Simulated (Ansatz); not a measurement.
Relaxed-ion elastic tensor of Ta (bcc (W type), Im-3m) in GPa (Voigt order), the program Ansatz at the PBE+D3(BJ) level (PAW); density 16.94 g/cm³, 17.73 Å³ per atom.

|  | 1 | 2 | 3 | 4 | 5 | 6 |
|---|---|---|---|---|---|---|
| 1 | 284 | 167 | 167 | 0.0 | 0.0 | 0.0 |
| 2 | 167 | 284 | 167 | 0.0 | 0.0 | 0.0 |
| 3 | 167 | 167 | 284 | 0.0 | 0.0 | 0.0 |
| 4 | 0.0 | 0.0 | 0.0 | 79.8 | 0.0 | 0.0 |
| 5 | 0.0 | 0.0 | 0.0 | 0.0 | 79.8 | 0.0 |
| 6 | 0.0 | 0.0 | 0.0 | 0.0 | 0.0 | 79.8 |

Is the crystal mechanically stable?

Yes: the smallest eigenvalue of C is 79.8 GPa.

Work out the Voigt, Reuss and Hill averages.

K_V = 206, K_R = 206, K_H = 206; G_V = 71.3, G_R = 69.6, G_H = 70.4 GPa.

Give Young's modulus, Poisson's ratio, Pugh's ratio and the universal anisotropy index.

E = 9KG/(3K + G) = 190 GPa; ν = 0.35; K/G = 2.92 (ductile by the Pugh limit of 1.75); A_U = 5G_V/G_R + K_V/K_R − 6 = 0.12.

Estimate the sound speeds and the Debye temperature.

v_l = √((K + 4G/3)/ρ) = 4210 m/s, v_t = √(G/ρ) = 2040 m/s, mean 2290 m/s; Θ = (h/k)(3n/4πV)^(1/3) v_m = 262 K.

Give the Zener ratio and Young's modulus along [100], [110] and [111].

A = 2C44/(C11 − C12) = 1.37; 1/E = S11 − 2(S11 − S12 − S44/2)Γ with Γ = 0, 1/4, 1/3 gives 160, 196, 212 GPa.

Solve the Christoffel equation for the three sound speeds along [100], [110], [111].

Eigenvalues of C_ijkl n_j n_l equal ρv². In km/s, slowest first: [100] 2.17, 2.17, 4.09; [110] 1.86, 2.17, 4.24; [111] 1.97, 1.97, 4.29.

The cell was relaxed with PBE+D3(BJ) under the symmetry of its start. No spin polarisation was allowed. The pairwise dispersion correction was not fitted to metals. As this level gives no gap, shear constants depend on the k-mesh and smearing (Fermi–Dirac, 0.1 eV here). Scalar-relativistic: spin–orbit coupling is off unless named, which matters more the heavier the elements.

Potentials: the later of the program's two PAW sets.
